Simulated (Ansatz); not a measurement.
Input file for Ansatz (an electronic-structure program):

Ansatz 0.2 input:
```yaml
crystal:
  lattice:
    - [0.0, 1.9544544726, 1.9544544726]
    - [1.9544544726, 0.0, 1.9544544726]
    - [1.9544544726, 1.9544544726, 0.0]
  atoms:
    - { symbol: Li, position: [0.0, 0.0, 0.0] }
    - { symbol: F, position: [0.5, 0.5, 0.5] }
kpoints:
  mp_grid: { grid: [12, 12, 12] }
hamiltonian:
  xc: lda
  pseudopotentials: { kind: paw }
scf:
  occupations: { method: fixed }
phonons:
  method: dfpt
  response_accuracy: low
  qmesh: [6, 6, 6]
  interpolated_qmesh: [24, 24, 24]
  dielectric: true
  rigid_motions: translations
  temperatures: { t_max: 1000, t_step: 50 }
  qpath:
    path:
      - [[0.0, 0.0, 0.0], [0.5, 0.0, 0.5], [0.625, 0.25, 0.625]]  # Γ-X-U
      - [[0.375, 0.375, 0.75], [0.0, 0.0, 0.0], [0.5, 0.5, 0.5], [0.5, 0.25, 0.75], [0.5, 0.0, 0.5]]  # K-Γ-L-W-X
    npoints: 13
```

Output (shortened):

```
zone centre: on kpoints.mp_grid the ground state, and the responses unless they are solved on pairs of k-points, stand on 163 of the mesh's 1728 k-points, …
Pseudopotentials: kind: paw
Pseudopotential: Li, paw, valence charge 3
Pseudopotential: F, paw, valence charge 7
Functional definition: SPW92
Crystal: 2 atoms, lattice volume = 14.932 Å³
Basis set: ecut = 420 eV, 283 PW (Γ), exchange–correlation on 40×40×40 points (8 copies of the dense FFT grid, shifted against one another)
Bands: 9, of which v1, the nominal top of the filled ones, is band 5 counted from 1 (4 counted from 0)
Symmetry: 48 space group operations
k-points: 163 of 1728 (irreducible under 8 space group operations, time reversal used)
PAW frozen core: F, regenerated for the run's functional, and the local potential with it
Initial wavefunctions: pseudopotential atomic-orbital guess
Eigensolver: davidson
Functional: x = slater, c = lda
all-band conjugate gradients solve this SCF's bands
SCF 1 converged in 7 iterations: F = -998.696941 eV  dr2 = 3.16e-12
SCF converged after 7 iterations
Free energy (F): -998.696941 eV
Harris-Foulkes:  -998.696941 eV  (|F-HF|=2.16e-12)
Internal energy: -998.696941 eV  (E = F + TS)
E sigma→0 (E₀):  -998.696941 eV
Fermi energy:    1.350764 eV
--- Per-component energies (eV) ---
  E_band       = -112.087947
  E_kinetic    = 229.819873
  E_local      = -613.002792  (includes V_loc(G=0)·N_el)
  E_nonlocal   = 43.072332
  E_hartree    = 211.783904
  E_xc         = -89.968526
  E_vxc        = -116.592627  (∫ρ·V_xc dr)
  E_paw        = -206.413538  (= ΣΔE_a)
  E_vpaw       = -78.954661  (= ΣTr[D̂ρ^β])
  E_aug_tail   = 0.002072  (compensation charges beyond the density's cutoff)
  E_ewald      = -574.103518
  E_core_change = 0.113252  (= ΣΔE_core)
  E_smearing   =  0.000000  (= −TS)
  E_closure    =  0.000000  (closes the sum)
  Σ components = -998.696941   (vs F -998.696941, Δ=0.00e0)
--- Band table (eV; the first three rows and the last of 163) ---
  k-point 0: bands = ["-38.1909", "-18.4888", "1.3504", "1.3504", "1.3504", "11.0478", "25.9735", "25.9735", "25.9735"]
  k-point 1: bands = ["-38.1841", "-18.4578", "1.1214", "1.3310", "1.3310", "11.2468", "23.5546", "24.8506", "24.8506"]
  k-point 2: bands = ["-38.1656", "-18.3710", "0.5379", "1.2803", "1.2803", "11.7136", "21.2546", "23.5047", "23.5047"]
  k-point 162: bands = ["-38.0629", "-17.6610", "-1.0995", "-1.0995", "0.4504", "16.7327", "16.7327", "19.2223", "21.5027"]
  band table: 9 of 9 bands, residual norms ≤ 1.0e-3 eV
--- Phonons (Γ-DFPT): 2 representative perturbations + reference, on 163 of 1728 k-points (Σ response iterations 7) ---
  k mesh reduced under 8 symmetry operations, with k and −k counted as one. Each operation leaves every solved perturbation unchanged …
  ASR residual: 8.375e-5 → 0.000e0 eV/Å²; symmetrization residual: 2.542e-6 eV/Å²
  ASR residual per site (eV/Å²): 2.22e-5 8.37e-5
  Γ frequencies (cm⁻¹): 0.00 0.00 0.00 339.20 339.20 339.20
  ε∞ (high-frequency dielectric tensor):
        2.118236     0.000000     0.000000
        0.000000     2.118236     0.000000
        0.000000     0.000000     2.118236
  ε⁰ (static dielectric tensor: ions relaxed, cell fixed):
        8.219021     0.000000     0.000000
        0.000000     8.219021     0.000000
        0.000000     0.000000     8.219021
  ε⁰ − ε∞ (ionic part):
        6.100784     0.000000     0.000000
        0.000000     6.100784     0.000000
        0.000000     0.000000     6.100784
  softest optical mode at Γ: 339.20 cm⁻¹; the repairs (sum rule, projections) moved no ω² at Γ by more than (1.34 cm⁻¹)²
  Born effective charges Z* (e; rows j = field, columns β = displacement):
    site 0:
         1.04054    0.00000    0.00000
         0.00000    1.04054    0.00000
         0.00000    0.00000    1.04054
    site 1:
        -1.04054    0.00000    0.00000
         0.00000   -1.04054    0.00000
         0.00000    0.00000   -1.04054
  Z* charge neutrality: 8.007e-7 e pre-enforcement
  k-mesh period / interband length: 33.2 Å / 0.79 Å = 42.01 at k = (0.0000, 0.0000, -0.5000), direct gap 11.135 eV — 14 or more, which is no proof of convergence
  optical modes at Γ without the LO–TO term, one row a degenerate level:
      ω (cm⁻¹)  modes    IR ((D/Å)²/amu)
        339.20      3            14.7423
  optical modes at Γ + LO–TO along q̂ = [1.0000, 0.0000, 0.0000]:
      ω (cm⁻¹)  modes    IR ((D/Å)²/amu)
        339.20      2             9.8282
        668.16      1             4.9141
  optical modes at Γ + LO–TO along q̂ = [0.0000, 1.0000, 0.0000]:
      ω (cm⁻¹)  modes    IR ((D/Å)²/amu)
        339.20      2             9.8282
        668.16      1             4.9141
  optical modes at Γ + LO–TO along q̂ = [0.0000, 0.0000, 1.0000]:
      ω (cm⁻¹)  modes    IR ((D/Å)²/amu)
        339.20      2             9.8282
        668.16      1             4.9141
  non-analytic LO–TO correction: the dipole-dipole term of the run's Born effective charges and high-frequency dielectric tensor (where they are solved with …
--- Phonons (arbitrary-q DFPT): 16 irreducible q on the 6×6×6 mesh ---
  q = [0.0000, 0.0000, 0.0000] (star 1, of the zone-centre solve; hermiticity 2.36e-6, symmetrization 7.74e-14):  0.00  0.00 0.00 339.20 339.20 339.20
  q = [0.0000, 0.0000, 0.1667] (star 8, 2 solved perturbations on 936 of 1728 k-point pairs; hermiticity 2.47e-6, symmetrization 5.23e-11): 107.27 107.27 187.41 336.79 336.79 660.50
  q = [0.0000, 0.0000, 0.3333] (star 8, 2 solved perturbations on 936 of 1728 k-point pairs; hermiticity 1.67e-6, symmetrization 3.70e-11): 192.88 192.88 327.24 327.24 335.82 640.13
  q = [0.0000, 0.0000, -0.5000] (star 4, 2 solved perturbations on 476 of 1728 k-point pairs; hermiticity 4.87e-8, symmetrization 2.43e-8): 230.89 230.89 316.94 316.94 397.87 624.90
  q = [0.0000, 0.1667, 0.1667] (star 6, 4 solved perturbations in 1608 linear systems a pass and spin channel, the states on 510 of 1728 k-point pairs; hermiticity 1.30e-6, symmetrization 5.25e-11): 131.13 131.13 199.43 348.58 348.58 624.35
  q = [0.0000, 0.1667, 0.3333] (star 24, 4 solved perturbations in 5328 linear systems a pass and spin channel, the states on 1728 of 1728 k-point pairs; hermiticity 9.31e-7, symmetrization 7.39e-14): 193.12 207.51 303.87 347.22 349.86 596.27
  q = [0.0000, 0.1667, -0.5000] (star 24, 4 solved perturbations in 5328 linear systems a pass and spin channel, the states on 1728 of 1728 k-point pairs; hermiticity 4.79e-7, symmetrization 2.43e-9): 235.56 267.05 333.87 351.63 377.74 574.74
  q = [0.0000, 0.1667, -0.3333] (star 24, 4 solved perturbations in 5328 linear systems a pass and spin channel, the states on 1728 of 1728 k-point pairs; hermiticity 4.90e-7, symmetrization 1.29e-11): 227.44 259.19 319.20 358.96 368.47 584.38
  q = [0.0000, 0.1667, -0.1667] (star 12, 4 solved perturbations in 2892 linear systems a pass and spin channel, the states on 936 of 1728 k-point pairs; hermiticity 1.08e-6, symmetrization 8.29e-14): 164.81 193.59 269.84 324.71 360.58 625.62
  q = [0.0000, 0.3333, 0.3333] (star 6, 4 solved perturbations in 1608 linear systems a pass and spin channel, the states on 510 of 1728 k-point pairs; hermiticity 9.76e-7, symmetrization 1.28e-11): 221.86 221.86 336.60 367.09 367.09 529.07
  q = [0.0000, 0.3333, -0.5000] (star 24, 4 solved perturbations in 5328 linear systems a pass and spin channel, the states on 1728 of 1728 k-point pairs; hermiticity 6.28e-7, symmetrization 2.33e-8): 246.96 283.53 360.90 363.20 392.83 492.24
  q = [0.0000, 0.3333, -0.3333] (star 12, 4 solved perturbations in 2892 linear systems a pass and spin channel, the states on 936 of 1728 k-point pairs; hermiticity 3.73e-7, symmetrization 4.93e-14): 252.03 336.46 338.26 344.84 429.22 484.33
  q = [0.0000, -0.5000, -0.5000] (star 3, 4 solved perturbations in 886 linear systems a pass and spin channel, the states on 280 of 1728 k-point pairs; hermiticity 7.89e-7, symmetrization 3.61e-10): 253.09 253.09 375.96 376.32 376.32 481.86
  q = [0.1667, 0.3333, -0.5000] (star 24, 6 solved perturbations on 936 of 1728 k-point pairs; hermiticity 6.42e-7, symmetrization 7.82e-14): 242.78 272.23 335.38 351.56 385.64 536.68
  q = [0.1667, 0.3333, -0.3333] (star 24, 4 solved perturbations in 5208 linear systems a pass and spin channel, the states on 1728 of 1728 k-point pairs; hermiticity 4.14e-7, symmetrization 8.89e-12): 265.29 310.08 355.61 358.74 401.07 496.62
  q = [0.1667, -0.5000, -0.3333] (star 12, 6 solved perturbations on 510 of 1728 k-point pairs; hermiticity 6.74e-7, symmetrization 2.17e-9): 280.67 300.36 357.49 391.98 399.02 453.32
  sum rule: each row above includes the acoustic sum rule's correction from the zone centre's row sums; it moved no ω² by more than (1.09 cm⁻¹)²
  mesh force constants: q→R imaginary residual 1.25e-16; ASR residual 8.375e-5 → 0.000e0 eV/Å²; symmetrization residual 5.329e-15 eV/Å²
  interpolated dispersion: 81 rows × 6 modes
  density of states and harmonic sums: on the 24×24×24 q-mesh, interpolated from the force constants of a 6×6×6 supercell (with the dipole–dipole term)
  largest difference from the sums on the solved wave vectors: F 3.00e-3 eV, S 4.20e-6 and C_V 1.16e-6 eV/K
  zero-point energy: 0.129127 eV/cell   skipped modes (ω ≤ 0): 3   left out of the sums: 3.62e-5 of the cell's modes …
```

Cost: roughly 6 core-minutes on shared cores.

Space group Fm-3m (rock salt). The cell was relaxed with LDA under the symmetry of its start.

Potentials: the later of the program's two PAW sets.

Ansatz is a plane-wave DFT program.
